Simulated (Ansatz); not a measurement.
Ni$_{2}$Pt$_{3}$ (R-3m) at 2 levels of theory

One geometry, relaxed with PBE; plane waves with PAW potentials in Ansatz, scalar-relativistic. Collinear spin, ending at -2.0 μB a primitive cell. Gaps are the least over mesh and band path; pressure is positive in compression.

```
Ni Pt
1.0
     1.36214    0.78643   10.92499
    -1.36214    0.78643   10.92499
     0.00000   -1.57287   10.92499
Ni Pt
2 3
Direct
  0.19530 0.19530 0.19530
  0.80470 0.80470 0.80470
  0.00000 0.00000 0.00000
  0.40703 0.40703 0.40703
  0.59297 0.59297 0.59297
```

```json
{"level": "PBE", "cutoff (eV)": "420", "k mesh": "18×18×18", "gap (eV)": "0", "pressure (GPa)": "0.0", "largest moment (μB)": "0.80"}
```

**Question.** What comes out on the same cell with LDA?

**Answer.**
```
level  cutoff (eV)    k mesh  gap (eV)  pressure (GPa)  largest moment (μB)
  LDA          420  18×18×18         0           -15.5                 0.75
```

Spin-orbit coupling matters for the bands of heavy elements and is left out.

The cell was found from a structure generator's guess, not taken from experiment.
